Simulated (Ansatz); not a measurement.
W₂N₃:
```xyz
10
Lattice="2.5106 4.3210 0.0000 -2.5106 4.3210 0.0000 -1.6889 0.0000 5.0927" Properties=species:S:1:pos:R:3 pbc="T T T"
W     -0.8297     7.1863     0.0437
W     -0.8297     1.4557     0.0437
W     -2.5513     4.3210     5.0115
W     -0.8404     4.3210     2.6630
N      0.7771     4.3210     3.8206
N     -1.6581     5.7653     3.8079
N     -1.6581     2.8766     3.8079
N     -0.0343     5.6857     1.2731
N     -0.0343     2.9562     1.2731
N     -2.4520     4.3210     1.2844
```

Relaxed with PBE. Special points in fractions of this cell's reciprocal vectors: Γ (0.000, 0.000, 0.000); Y (0.500, 0.500, 0.000); M (0.500, 0.500, 0.500); A (0.000, 0.000, 0.500); L2 (0.000, 0.500, 0.500); V2 (0.000, 0.500, 0.000).

List the band energies nearest the Fermi level at these points for plane-wave PAW PBE (Ansatz code).

In eV from the Fermi level; about four levels below and three above (degenerate sets whole), none deeper than 8.9 eV; points with the same levels are listed once.

```csv
k,below,above
Γ,-1.94 -1.18 -1.15 -0.91,0.53 0.82 1.38
Y,-2.21 -1.62 -1.56 -0.12,0.55 1.62 2.44
M,-2.86 -1.95 -1.76 -1.55,0.95 1.16 1.48
A,-3.13 -2.86 -1.09 -1.06,0.14 0.53 0.73
L2,-2.73 -2.26 -1.77 -1.47,0.66 0.83 1.91
V2,-2.61 -1.91 -1.69 -1.36,0.30 0.79 1.28
```

Space group Cm. The first step of the workflow began from a Materials Project structure, measured or hypothetical; the Crystallography Open Database copy checked does not list it. Whether it is the stable phase at ambient conditions was not checked. The cell was relaxed with PBE under the symmetry of its start; whether a distortion lowers the energy is not shown. The run is not spin-polarised. A small band overlap can be real or an error of a semilocal functional. The Fermi level of a semimetal is unsure by some 0.05 eV on such meshes. Spin–orbit coupling is left out wherever it is not named.

Potentials: the later of the program's two PAW sets.
